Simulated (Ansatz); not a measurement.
**How far is PAW off for GdO?**

```
Gd O
1.0
     0.00000    2.70000    2.70000
     2.70000    0.00000    2.70000
     2.70000    2.70000    0.00000
Gd O
1 1
Direct
  0.00000 0.00000 0.00000
  0.75000 0.75000 0.75000
```

Atoms are numbered in the order listed.

The cell is COD entry 1539084, as deposited and not checked against the literature; nothing was relaxed.

Where the f shell is localised, expect the real compound to differ from this run without U.

The magnetic state is the one reached from the start moments; no search over orders was made, so it needn't be the ground state.

No spin–orbit coupling, which matters for the heavy atoms here.

Methods: DFT, PBE, PAW with Ansatz's default frozen-core files, scalar-relativistic (Ansatz 0.2.0); DFT, PBE, all-electron PAW with datasets made for the crystal, scalar-relativistic (Ansatz 0.2.0); DFT, PBE, all-electron LAPW, scalar-relativistic (Ansatz 0.2.0).

For PAW: a Γ-centred 12×12×12 k mesh, Fermi–Dirac smearing of 0.08 eV, cutoff 420 eV, spin-polarised from start moments Gd1 7 μB. The crystal-made all-electron datasets (AE datasets) take a cutoff of 340 eV at this cell. LAPW targets a basis error of 1 meV/atom. The Ansatz runs share mesh, smearing and spin set-up. Plane-wave (PAW) pressures include the program's estimate of the Pulay term.

Stress and pressure are positive in compression.

Levels count from the Fermi level.

```csv
quantity,PAW,AE datasets,LAPW
pressure (GPa),-0.52,-0.51,-0.51
moment of the cell (μB),7.519,7.514,7.514
highest filled spin-up level at W (eV),-0.873,-0.871,-0.871
lowest empty spin-up level at W (eV),0.740,0.743,0.743
highest filled spin-up level at U (eV),-0.877,-0.874,-0.874
lowest empty spin-up level at U (eV),1.156,1.158,1.158
highest filled spin-up level at X (eV),-0.856,-0.853,-0.853
lowest empty spin-up level at X (eV),1.027,1.029,1.030
```

PAW's pressure differs from the LAPW value by about 0.01 GPa or less.
